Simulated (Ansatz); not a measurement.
Bi:
```
Bi
1.0
    5.67163    -3.32978     0.00000
    5.67163     3.32978     0.00000
    0.00000     0.00000     6.53485
Bi
8
Direct
  0.70652   0.70652   0.50000
  0.29348   0.29348   0.50000
  0.79348   0.79348   0.00000
  0.20652   0.20652   0.00000
  0.68249   0.31751   0.83482
  0.31751   0.68249   0.16518
  0.81751   0.18249   0.33482
  0.18249   0.81751   0.66518
```

Relaxed with PBEsol. Special points in fractions of this cell's reciprocal vectors: Γ (0.000, 0.000, 0.000); Y (0.500, 0.500, 0.000); F0 (0.336, 0.664, 0.000); Δ0 (-0.336, 0.336, 0.000); Z (0.000, 0.000, 0.500); B0 (-0.336, 0.336, 0.500); G0 (0.336, 0.664, 0.500); T (0.500, 0.500, 0.500); S (0.000, 0.500, 0.000); R (0.000, 0.500, 0.500).

List the band energies nearest the Fermi level at these points for PBEsol (plane waves, PAW; program Ansatz).

In eV from the Fermi level; about four levels below and three above (degenerate sets whole), none deeper than 8.9 eV; points with the same levels are listed once.

```csv
k,below,above
Γ,-2.42 -2.42 -2.19 -2.11 -1.02,0.79 2.03 2.43
Y,-1.28 -0.59 -0.41 -0.05,0.14 0.28 1.12
F0,-1.24 -1.05 -0.86 -0.44,0.16 1.08 1.27
Z,-4.02 -4.02 -2.61 -2.61,0.42 0.42 0.70 0.70
B0,-1.41 -1.41 -0.56 -0.56,0.06 0.06 0.74 0.74
T,-0.78 -0.78 -0.36 -0.36,0.88 0.88 1.06 1.06
S,-0.88 -0.88 -0.36 -0.36,0.67 0.67 1.03 1.03
R,-0.52 -0.52 -0.40 -0.40,0.90 0.90 1.31 1.31
```

Space group Cmce. The workflow started from a Materials Project entry (that database holds measured and hypothetical structures alike); the Crystallography Open Database copy checked does not list it. It is not the phase usual at ambient conditions (space group No. 166). The cell keeps a stress of up to 0.3 GPa. The PBEsol relaxation kept the symmetry of its start; its stability against distortions is not shown here. Scalar-relativistic: spin–orbit coupling is off unless named, which matters more the heavier the elements.

Potentials: the later of the program's two PAW sets.
